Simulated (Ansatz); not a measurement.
Na$_{2}$PdC$_{2}$ in space group P-3m1 (No. 164; Na on 2d, Pd on 1a, C on 2c), PBEsol in the plane-wave PAW code Ansatz, all energies at zero smearing, with the estimated change up to a 700 eV cutoff added, with one set of potentials and settings (totals compare only within such a set). Cell of 5 atoms (2 Na, 1 Pd, 2 C): -10351.314 eV.

| element | reference phase | E (eV/atom) |
|---|---|---|
| Na | P6_3/mmc, 2 atoms in the cell | -1475.8697 |
| Pd | Fm-3m, 1 atoms in the cell | -6906.6520 |
| C | P6_3/mmc, 4 atoms in the cell | -246.6950 |

Formation energy per atom, worked out: (-10351.314 − 2×(-1475.8697) − 1×(-6906.6520) − 2×(-246.6950))/5 = 0.093 eV/atom (9 kJ per mol of atoms), at 0 K, without zero-point energy or fitted corrections.

The workflow started from a Materials Project entry (that database holds measured and hypothetical structures alike); the Crystallography Open Database copy checked does not list it. Its standing as an ambient phase is unchecked. The PBEsol relaxation kept the symmetry of its start; its stability against distortions is not shown here. No spin polarisation was allowed. The references are the lowest solids computed at this level, not always the standard phases.

Potentials: the later of the program's two PAW sets.
